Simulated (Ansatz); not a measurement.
Geometry optimisation in Ansatz: input, command and trajectory.

```yaml
crystal:
  lattice:
    - [-2.1565649103, 2.1565649103, 4.22951473]
    - [2.1565649103, -2.1565649103, 4.22951473]
    - [2.1565649103, 2.1565649103, -4.22951473]
  atoms:
    - { symbol: Ta, position: [0.0, 0.5, 0.5] }
    - { symbol: Ta, position: [0.2607537427, 0.2607537427, 0.0] }
    - { symbol: Ta, position: [0.5, 0.0, 0.5] }
    - { symbol: Ta, position: [0.7392462573, 0.7392462573, 0.0] }
    - { symbol: "N", position: [0.75, 0.25, 0.5] }
    - { symbol: "N", position: [0.0, 0.0, 0.0] }
    - { symbol: "N", position: [0.25, 0.75, 0.5] }
basis:
  ecutwfc: 420
kpoints:
  mp_grid: { grid: [12, 12, 12] }
hamiltonian:
  xc: pbesol
scf:
  occupations: { method: gaussian, width: 0.1 }
output:
  forces: true
  stress: true
  eigenvalues: true
relax:
  adjacent_minimum: "off"
  f_tol: 0.01
  max_steps: 30
  cell: { stress_tol: 0.1, fix: [volume] }
```

```bash
ansatz run input.yaml --threads 2 --pin off --max-ram 5120MiB --backend cpu --events-out ev --progress --plain --runs-dir out
```

All numbers below come from DFT PBEsol, scalar-relativistic, plane waves, PAW in Ansatz 0.2.0.

The volume is held at 0.97 times that of the relaxed cell.

Of 4 frames 3 are shown, positions in Å and forces in eV/Å; the SCF threshold varies from step to step. Steps run on the plane waves of an earlier cell, with a Pulay correction in the pressure. The basis is chosen afresh for the last frame, the zero of the energies, and at times for earlier ones too; energy and pressure step there, also at an unchanged geometry.

```xyz
7
Lattice="-2.1566 2.1566 4.2295 2.1566 -2.1566 4.2295 2.1566 2.1566 -4.2295" Properties=species:S:1:pos:R:3:forces:R:3 pbc="T T T" step=1 free_energy_over_end_meV_per_atom=0.02 pressure_GPa=10.80
Ta    2.1566    0.0000    0.0000    0.0000    0.0000    0.0000
Ta    0.0000    0.0000    2.2057    0.0000    0.0000    0.0380
Ta    0.0000    2.1566    0.0000    0.0000    0.0000    0.0000
Ta    0.0000    0.0000    6.2533    0.0000    0.0000   -0.0380
N     0.0000    2.1566    2.1148    0.0000    0.0000    0.0000
N     0.0000    0.0000    0.0000    0.0000    0.0000    0.0000
N     2.1566    0.0000    2.1148    0.0000    0.0000    0.0000
7
Lattice="-2.1566 2.1566 4.2293 2.1566 -2.1566 4.2293 2.1566 2.1566 -4.2293" Properties=species:S:1:pos:R:3:forces:R:3 pbc="T T T" step=2 free_energy_over_end_meV_per_atom=0.00 pressure_GPa=10.79
Ta    2.1566    0.0000    0.0000    0.0000    0.0000    0.0000
Ta    0.0000    0.0000    2.2082    0.0000    0.0000    0.0103
Ta    0.0000    2.1566    0.0000    0.0000    0.0000    0.0000
Ta    0.0000    0.0000    6.2505    0.0000    0.0000   -0.0103
N     0.0000    2.1566    2.1147    0.0000    0.0000    0.0000
N     0.0000    0.0000    0.0000    0.0000    0.0000    0.0000
N     2.1566    0.0000    2.1147    0.0000    0.0000    0.0000
7
Lattice="-2.1564 2.1564 4.2300 2.1564 -2.1564 4.2300 2.1564 2.1564 -4.2300" Properties=species:S:1:pos:R:3:forces:R:3 pbc="T T T" step=4 free_energy_over_end_meV_per_atom=0.00 pressure_GPa=10.78
Ta    2.1564    0.0000    0.0000    0.0000    0.0000    0.0000
Ta    0.0000    0.0000    2.2094    0.0000    0.0000   -0.0001
Ta    0.0000    2.1564    0.0000    0.0000    0.0000    0.0000
Ta    0.0000    0.0000    6.2506    0.0000    0.0000    0.0001
N     0.0000    2.1564    2.1150    0.0000    0.0000    0.0000
N     0.0000    0.0000    0.0000    0.0000    0.0000    0.0000
N     2.1564    0.0000    2.1150    0.0000    0.0000    0.0000
```

It took 65 s on 2 threads of Arm Neoverse V2, on a shared host, peak memory 0.65 GiB.

Spin–orbit coupling is left out, which can shift energies with elements as heavy as these.